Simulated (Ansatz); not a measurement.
The end of the path is a generated cell of MoRu: the first start was made by placing the elements on the sites of a structure type, and the end was not matched to a known phase here, so it may be hypothetical.

Frames from the relaxation of a generated trial cell of MoRu in the AFLOW prototype AB_oP8_62_c_c (B31, as in MnP), as extended XYZ (Å, eV, eV/Å, GPa with compression positive). All values below come from PBE (plane waves to 420 eV, PAW, scalar-relativistic; Ansatz, an electronic-structure program). Γ-centred k-mesh 6×10×5 on the run's cell (coarser than for final values), Fermi–Dirac smearing 0.05 eV.

```xyz
8
Lattice="5.5315 0.0000 0.0000 0.0000 3.3561 0.0000 0.0000 0.0000 6.2297" Properties=species:S:1:pos:R:3:forces:R:3 pbc="T T T" step=1 free_energy=-43332.170 pressure=39.0 accepted=T
Mo     2.7967     0.8390     4.3309    0.5240    0.0000   -0.9512
Mo     0.0310     0.8390     5.0137    0.5240    0.0000    0.9512
Mo     2.7348     2.5171     1.8988   -0.5240    0.0000    0.9512
Mo     5.5005     2.5171     1.2160   -0.5240    0.0000   -0.9512
Ru     3.8051     0.8390     0.4336   -0.7440    0.0000    0.0701
Ru     1.0394     0.8390     2.6813   -0.7440    0.0000   -0.0701
Ru     1.7264     2.5171     5.7961    0.7440    0.0000   -0.0701
Ru     4.4921     2.5171     3.5484    0.7440    0.0000    0.0701
8
Lattice="6.0618 0.0000 0.0000 0.0000 2.7630 0.0000 0.0000 0.0000 7.3823" Properties=species:S:1:pos:R:3:forces:R:3 pbc="T T T" step=15 free_energy=-43336.545 pressure=1.5 accepted=T
Mo     2.9548     0.6907     5.0948   -0.0070    0.0000   -0.0101
Mo    -0.0761     0.6907     5.9787   -0.0070    0.0000    0.0101
Mo     3.1070     2.0722     2.2875    0.0070    0.0000    0.0101
Mo     6.1379     2.0722     1.4036    0.0070    0.0000   -0.0101
Ru     4.1669     0.6907     0.1902    0.0039    0.0000    0.0033
Ru     1.1360     0.6907     3.5010    0.0039    0.0000   -0.0033
Ru     1.8949     2.0722     7.1921   -0.0039    0.0000   -0.0033
Ru     4.9258     2.0722     3.8813   -0.0039    0.0000    0.0033
8
Lattice="6.0240 0.0000 0.0000 0.0000 2.7545 0.0000 0.0000 0.0000 7.4877" Properties=species:S:1:pos:R:3:forces:R:3 pbc="T T T" step=16 free_energy=-43336.563 pressure=0.4 accepted=T
Mo     2.9202     0.6886     5.1760   -0.0010    0.0000   -0.1012
Mo    -0.0918     0.6886     6.0556   -0.0010    0.0000    0.1012
Mo     3.1038     2.0659     2.3117    0.0010    0.0000    0.1012
Mo     6.1158     2.0659     1.4322    0.0010    0.0000   -0.1012
Ru     4.1466     0.6886     0.1953   -0.0075    0.0000   -0.0193
Ru     1.1346     0.6886     3.5486   -0.0075    0.0000    0.0193
Ru     1.8774     2.0659     7.2924    0.0075    0.0000    0.0193
Ru     4.8894     2.0659     3.9392    0.0075    0.0000   -0.0193
```

The path has 24 moves and ends in Pnma (No. 62), 0.55 eV/atom below its start. Free energies are of the whole cell and compare only within this code, potentials and settings.  No spin polarisation in the result.

The run could not lose the symmetry of its start: the end is stationary, and may be a saddle point rather than a minimum.
